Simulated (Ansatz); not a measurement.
A geometry of TiC away from equilibrium: step 2 of the relaxation of a relaxed TiC cell displaced along its unstable phonon at q = (½, 0, ½) of its primitive reciprocal cell (248i cm⁻¹), largest move 0.15 Å. Calculation: PBEsol (plane waves to 420 eV, PAW, scalar-relativistic; Ansatz, a quantum-chemistry and plane-wave program). Γ-centred k-mesh 11×11×11 on the run's cell (coarser than for final values), Fermi–Dirac smearing 0.05 eV.

```xyz
12
Lattice="10.5457 -0.0001 0.0000 -2.6364 4.5664 0.0000 5.2728 0.0000 2.9434" Properties=species:S:1:pos:R:3:forces:R:3 pbc="T T T" free_energy=-16321.574 pressure_GPa=-0.7
Ti     2.6364     0.0000     0.0000    0.0000    0.0000    0.0000
Ti     7.9092     0.0000     0.0000    0.0000    0.0000    0.0000
Ti     1.3182     2.2832     0.0000    0.0000    0.0000    0.0000
Ti     6.5910     2.2832     0.0000    0.0000    0.0000    0.0000
Ti    -1.3182     2.2832     0.0123    0.0000    0.0000    0.0593
Ti     3.9546     2.2832    -0.0123    0.0000    0.0000   -0.0593
C      0.0000     0.0000     0.3447    0.0000    0.0000    1.6549
C      5.2728     0.0000    -0.3447    0.0000    0.0000   -1.6549
C     10.5636     3.0546     1.4717    0.1343    0.0775    0.0000
C      5.2553     3.0341     1.4717   -0.1218   -0.0703    0.0000
C      2.6540     1.5323     1.4717    0.1218    0.0703    0.0000
C      7.8913     1.5117     1.4717   -0.1343   -0.0775    0.0000
```

Positions in Å, forces in eV/Å, free energy of the cell in eV (comparable only within this code, potentials and settings). Largest force: 1.65 eV/Å, on C7, C8 (atoms numbered as listed); the geometry lies 0.17 eV/atom above the end of its relaxation.

No spin polarisation in the result.

The run could not lose the symmetry of its start, so the end can be a saddle point.

The end of the path is a generated cell of TiC: the first start was made by placing the elements on the sites of a structure type, and the end was not matched to a known phase here, so it may be hypothetical. Known forms of TiC include space group No. 225.
